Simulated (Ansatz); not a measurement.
An Ansatz (an electronic-structure program) run. Input:

Ansatz 0.2 input:
```yaml
crystal:
  lattice:
    - [4.4724245642, 0.0, 0.0]
    - [0.0, 4.4724245642, 0.0]
    - [0.0, 0.0, 6.3467123997]
  atoms:
    - { symbol: Ge, position: [0.0, 0.0, 0.0] }
    - { symbol: Sn, position: [0.5, 0.0, 0.2337736963] }
    - { symbol: Sn, position: [0.5, 0.5, 0.5] }
    - { symbol: Sn, position: [0.0, 0.5, 0.7662263037] }
kpoints:
  mp_grid: { grid: [9, 9, 7] }
hamiltonian:
  xc: pbesol
  pseudopotentials: { azcp: { folder: ./paw }, kind: paw }
scf:
  occupations: { method: fermi_dirac, width: 0.1 }
phonons:
  method: dfpt
  response_accuracy: low
  eigenvectors: true
  rigid_motions: translations
```

Output (shortened):

```
Pseudopotential: Ge, paw, valence charge 14
Pseudopotential: Sn, paw, valence charge 14
Functional definition: PBEsol
Crystal: 4 atoms, lattice volume = 126.951 Å³
Basis set: ecut = 420 eV, 2477 PW (Γ), exchange–correlation on 60×60×90 points (8 copies of the dense FFT grid, shifted against one another)
Bands: 34, of which v1, the nominal top of the filled ones, is band 28 counted from 1 (27 counted from 0)
Symmetry: 8 space group operations
k-points: 100 of 567 (irreducible under 4 space group operations, time reversal used)
SCF iter   1: F=—  HF=-22102.985638 eV  |F-HF|=—  |Δ(HF+E_count)|=         —  Δρ=2.37e-2  dr2=7.43e-1  ethr=3.10e-3  ⟨swp⟩=6.5  Hψ=15599  notcnv=0
preconditioner: auto → Kerker (q_TF=auto, 2.380 Å⁻¹)
SCF iter   2: F=—  HF=-22102.901953 eV  |F-HF|=—  |Δ(HF+E_count)|=   8.37e-2  Δρ=1.54e-2  dr2=3.51e-1  ethr=1.33e-3  ⟨swp⟩=2.0  Hψ=4676  notcnv=0  defer=1
SCF iter   3: F=—  HF=-22102.833062 eV  |F-HF|=—  |Δ(HF+E_count)|=   6.89e-2  Δρ=2.81e-3  dr2=2.54e-2  ethr=6.26e-4  ⟨swp⟩=2.0  Hψ=3948  notcnv=0  defer=1
SCF iter   4: F=—  HF=-22102.834071 eV  |F-HF|=—  |Δ(HF+E_count)|=   1.01e-3  Δρ=1.65e-3  dr2=6.36e-3  ethr=4.53e-5  ⟨swp⟩=2.1  Hψ=6182  notcnv=0  defer=1
SCF iter   5: F=—  HF=-22102.836127 eV  |F-HF|=—  |Δ(HF+E_count)|=   2.06e-3  Δρ=8.08e-4  dr2=1.14e-3  ethr=1.14e-5  ⟨swp⟩=2.0  Hψ=6202  notcnv=0  defer=1
SCF iter   6: F=—  HF=-22102.835831 eV  |F-HF|=—  |Δ(HF+E_count)|=   2.96e-4  Δρ=2.35e-4  dr2=6.17e-5  ethr=2.03e-6  ⟨swp⟩=2.0  Hψ=6204  notcnv=0  defer=1
SCF iter   7: F=—  HF=-22102.835923 eV  |F-HF|=—  |Δ(HF+E_count)|=   9.13e-5  Δρ=5.95e-5  dr2=3.50e-6  ethr=1.10e-7  ⟨swp⟩=3.0  Hψ=6287  notcnv=0  defer=1
SCF iter   8: F=—  HF=-22102.835926 eV  |F-HF|=—  |Δ(HF+E_count)|=   3.24e-6  Δρ=1.37e-5  dr2=2.52e-7  ethr=6.24e-9  ⟨swp⟩=2.0  Hψ=5255  notcnv=0  defer=1
SCF iter  15: F=-22102.835926 eV  HF=-22102.835926 eV  |F-HF|=7.28e-12  |Δ(HF+E_count)|=  1.09e-11  Δρ=3.70e-8  dr2=3.31e-12  ethr=1.00e-12  ⟨swp⟩=6.2  Hψ=15727  notcnv=0
SCF 1 converged in 15 iterations: F = -22102.835926 eV  dr2 = 3.31e-12
DFPT response loops at Γ: preconditioner auto → Kerker (q_TF=auto, 2.380 Å⁻¹) (partly filled bands, converged f_vac=0.079) …
SCF converged after 15 iterations
Free energy (F): -22102.835926 eV
Harris-Foulkes:  -22102.835926 eV  (|F-HF|=7.28e-12)
Internal energy: -22102.822888 eV  (E = F + TS)
E sigma→0 (E₀):  -22102.829407 eV
Entropy (-TS):   -0.013039 eV (-3.260 meV/atom)
Fermi energy:    7.637080 eV
--- Per-component energies (eV) ---
  E_band       = -537.288237
  E_kinetic    = 597.756893
  E_local      = -6295.581669  (includes V_loc(G=0)·N_el)
  E_nonlocal   = 659.082454
  E_hartree    = 3034.793476
  E_xc         = -444.394486
  E_vxc        = -305.400116  (∫ρ·V_xc dr)
  E_paw        = -14860.355445  (= ΣΔE_a)
  E_vpaw       = -1262.733629  (= ΣTr[D̂ρ^β])
  E_aug_tail   = 0.000881  (compensation charges beyond the density's cutoff)
  E_ewald      = -4795.897448
  E_core_change = 1.772456  (= ΣΔE_core)
  E_smearing   = -0.013039  (= −TS)
  E_closure    = 0.000000  (closes the sum)
  Σ components = -22102.835926   (vs F -22102.835926, Δ=0.00e0)
  [band-id]    e_kinetic+e_local+e_nonlocal+2·e_hartree+e_vxc+e_vpaw+e_augmentation_tail = -537.288235   (vs E_band -537.288237, Δ=2.41e-6)
--- Band table (eV; the first three rows and the last of 100) ---
  k-point 0: bands = ["-17.0092", "-17.0062", "-17.0062", "-16.9913", "-16.9906", "-13.9799", "-13.9799", "-13.8953", "-13.8841", "-13.8237", "-13.7849", "-13.7827", "-13.7827", "-13.7732", "-13.7522", "-13.5815", "-13.5793", "-13.5501", "-13.4884", …
  k-point 1: bands = ["-17.0092", "-17.0062", "-17.0062", "-16.9913", "-16.9906", "-13.9802", "-13.9802", "-13.8963", "-13.8825", "-13.8235", "-13.7860", "-13.7820", "-13.7820", "-13.7729", "-13.7525", "-13.5814", "-13.5795", "-13.5497", "-13.4888", …
  k-point 2: bands = ["-17.0092", "-17.0062", "-17.0062", "-16.9913", "-16.9906", "-13.9807", "-13.9807", "-13.8973", "-13.8801", "-13.8230", "-13.7870", "-13.7805", "-13.7805", "-13.7739", "-13.7533", "-13.5812", "-13.5796", "-13.5489", "-13.4899", …
  k-point 99: bands = ["-17.0102", "-17.0073", "-17.0072", "-16.9908", "-16.9893", "-13.9834", "-13.9243", "-13.9183", "-13.8308", "-13.8048", "-13.7994", "-13.7643", "-13.7638", "-13.7600", "-13.7576", "-13.6452", "-13.5988", "-13.5406", "-13.5340", …
--- Phonons (Γ-DFPT): 7 representative perturbations + reference, on 100 of 567 k-points (Σ response iterations 21) ---
  ASR residual: 3.263e-4 → 0.000e0 eV/Å²; symmetrization residual: 1.437e-4 eV/Å²
  ASR residual per site (eV/Å²): 2.01e-4 1.47e-4 3.26e-4 1.47e-4
  Γ frequencies (cm⁻¹): 0.00 0.00 0.00 39.70 39.70 153.90 166.05 185.09 185.09 205.83 208.56 208.56
  non-analytic LO–TO correction: not included (Born effective charges unavailable; polar crystals: no LO–TO splitting at Γ)
```

Cost: roughly 4 core-minutes on shared cores.

Space group P-4m2. The start of the workflow was typed in or built on a structure type; neither database checked (COD, Materials Project) lists it. Its standing as an ambient phase is unchecked. The cell was relaxed with PBEsol under the symmetry of its start; its stability against distortions is not shown here. As this level gives no gap, phonon frequencies hold no LO–TO term and depend on the k-mesh and smearing (Fermi–Dirac, 0.1 eV here). Spin–orbit coupling is left out wherever it is not named.

Potentials: the earlier of the program's two PAW sets. The files were generated under PBE; for other functionals the program regenerates the frozen cores, and for LDA and PBEsol the local potential too.

Ansatz is a plane-wave DFT program.
